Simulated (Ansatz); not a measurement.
The cell is OsBrI (Janus 2H monolayer); cell and atoms were relaxed with r2SCAN. In-plane lattice: a = 3.753 Å, b = 3.753 Å, γ = 120.0°; thickness between the outer nuclei 3.24 Å. Os is surrounded by 3 I at 2.53 Å and 3 Br at 2.90 Å; Br is surrounded by 3 Os at 2.90 Å; I is surrounded by 3 Os at 2.53 Å.

3 runs of Ansatz on this cell differ in the functional (and in the settings that go with it). Levels are in eV from each run's valence top; v1 is the last filled band, c1 the first empty one.

Run A, mean stress -0.4 N/m (compression positive):

| point | v5 | v3 | v1 | c1 | c2 | c3 |
| --- | --- | --- | --- | --- | --- | --- |
| Γ | -2.92 | -1.15 | -0.54 | 2.26 | 2.26 | 3.13 |
| M | -3.14 | -2.07 | -0.70 | 1.52 | 2.22 | 3.34 |
| K | -4.05 | -1.92 | 0.00 | 1.65 | 2.26 | 4.55 |

Run B, mean stress -2.8 N/m (compression positive):

| point | v5 | v3 | v1 | c1 | c2 | c3 |
| --- | --- | --- | --- | --- | --- | --- |
| Γ | -2.80 | -1.09 | -0.57 | 1.28 | 1.28 | 1.81 |
| M | -3.12 | -1.93 | -0.65 | 0.51 | 1.19 | 2.18 |
| K | -3.92 | -1.90 | 0.00 | 0.75 | 1.14 | 3.31 |

Run C, mean stress +7.7 N/m (compression positive):

| point | v5 | v3 | v1 | c1 | c2 | c3 |
| --- | --- | --- | --- | --- | --- | --- |
| Γ | -2.63 | -1.37 | 0.00 | 7.68 | 8.58 | 9.88 |
| M | -3.30 | -2.42 | -1.13 | 9.28 | 10.13 | 10.48 |
| K | -4.17 | -2.63 | -0.32 | 8.96 | 10.77 | 11.40 |

Q: Match the runs to LDA, r2SCANh, Hartree-Fock.

A: A is r2SCANh, B is LDA, C is Hartree-Fock. In order of the gap: LDA 0.51, r2SCANh 1.52, Hartree-Fock 7.68 eV.

Spin-unpolarised throughout. Whether this structure exists isn't addressed.

No spin-orbit coupling is included; it can move band edges with weight on the heavy atoms by tenths of an eV.

The stress of a hybrid is loosely converged in these runs.

The meshes of the hybrids are coarse, so their gaps aren't converged to the digits shown.
